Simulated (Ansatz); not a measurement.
Fe3Ge (Cu3Au type, Pm-3m) under volume change, plane-wave PAW r²SCAN (Ansatz code), scaled uniformly.

| V (Å³/atom) | E − E(relaxed) (meV/atom) | P (GPa) |
|---|---|---|
| 11.176 | 62.0 | 18.98 |
| 11.545 | … | … |
| 11.913 | 6.0 | 5.43 |
| 12.282 | 0.0 | 0.00 |
| 12.650 | 5.1 | -4.16 |
| 13.019 | … | … |
| 13.387 | 42.1 | -11.51 |

Q: Fill in the missing entries.

A: 
- 11.545, E − E(relaxed) (meV/atom): 26.0
- 11.545, P (GPa): 12.09
- 13.019, E − E(relaxed) (meV/atom): 19.3
- 13.019, P (GPa): -8.18

Q: What does a third-order Birch–Murnaghan fit give for V₀, B₀ and B′?

A: V₀ = 12.30 Å³/atom, B₀ = 163 GPa, B′ = 4.3.

The first step of the workflow began from a Materials Project structure, measured or hypothetical; the Crystallography Open Database copy checked does not list it. COD files the formula under space group No. 194, so this cell is another polymorph or a model. Its standing as an ambient phase is unchecked. The cell was relaxed with r²SCAN under the symmetry of its start; whether a distortion lowers the energy is not shown. Magnetic state: ferromagnetic, chosen from 4 collinear starts compared on coarse meshes (ties went to the first, and starts can fall back to one state), not a proven ground state. Other orbital occupations within this spin state were not tried.

Potentials: the later of the program's two PAW sets.
